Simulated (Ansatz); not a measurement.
Input and command of a plane-wave DFT calculation in Ansatz:

```yaml
crystal:
  lattice:
    - [0.0, 3.1082747746, 3.1082747746]
    - [1.5237184255, 0.0, 3.1082747746]
    - [1.5237184255, 3.1082747746, 0.0]
  atoms:
    - { symbol: H, position: [0.0, 0.0, 0.0] }
    - { symbol: Cl, position: [0.5, 0.5, 0.5] }
basis:
  ecutwfc: 420
kpoints:
  mp_grid: { grid: [12, 12, 12] }
hamiltonian:
  xc: pbesol
scf:
  occupations: { method: fixed }
output:
  forces: true
  stress: true
  eigenvalues: true
relax:
  adjacent_minimum: "off"
  f_tol: 0.001
  max_steps: 60
  cell: { stress_tol: 0.02, p_target: 10.0 }
```

```bash
ansatz run input.yaml --threads 1 --pin off --max-ram 3072MiB --backend cpu --events-out ev --progress --plain --runs-dir out
```

Processor: Arm Neoverse V2, 1 thread, on a host shared with other jobs.

Task: How long does it run, and how much memory does it take?

Result: About 18 s on 1 thread of Arm Neoverse V2, with other jobs on the host, peak memory 0.32 GiB. It solves 8 bands at 163 k points (the mesh reduced by symmetry) with about 465 plane waves (on the last cell), in 34 SCF iterations over 8 ionic steps.
